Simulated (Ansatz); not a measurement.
**Relaxing a structure of Co**

The start is a generated cell, Co placed in the AFLOW prototype A_cI16_206_c (as in Si). The cell and all atomic positions are relaxed at zero pressure with r2SCAN (plane waves to 500 eV, PAW, scalar-relativistic; Ansatz, an electronic-structure program). The first steps use a coarse 8×8×8 k-mesh.

The start:
```
Co
1.0
   -2.81104     2.81104     2.81104
    2.81104    -2.81104     2.81104
    2.81104     2.81104    -2.81104
Co
8
Direct
  0.29980   0.29980   0.29980
  0.50000   0.00000   0.20020
  0.00000   0.20020   0.50000
  0.20020   0.50000   0.00000
  0.70020   0.70020   0.70020
  0.50000   0.00000   0.79980
  0.00000   0.79980   0.50000
  0.79980   0.50000   0.00000
```
Spin-polarised start, with parallel moments on Co.

Question: By how much does the energy per atom fall from start to end?

Answer: 0.49 eV/atom.

Question: How does the volume per atom move from start to end?

Answer: +25.8 %, from 11.11 to 13.97 Å³/atom.

Question: How do the shortest distances between atoms change?

Answer: The closest pairs of elements (up to four, under 3.6 Å), start → end: Co–Co 1.95 → 2.17 Å.

Question: What magnetic moments remain?

Answer: Net 1.93 μB/atom, ferromagnetic.

The space group stays Ia-3 (No. 206) (the run could not lower it); the end is AFLOW prototype A_cI16_206_c (as in Si), with 8 atoms in the primitive magnetic cell. Final values are on a 11×11×11 k-mesh of the relaxed cell. Spin state reached: ferromagnetic (net 1.93 μB/atom), from parallel starting moments; other spin orders were not run from this start. r2SCAN tends to overstate moments in metals.

The run could not lose the symmetry of its start, so the end can be a saddle point.

The relaxed structure here is a generated cell of Co: the first start was made by placing the elements on the sites of a structure type, and the end was not matched to a known phase here, so it may be hypothetical. Known forms of Co include space group No. 194.
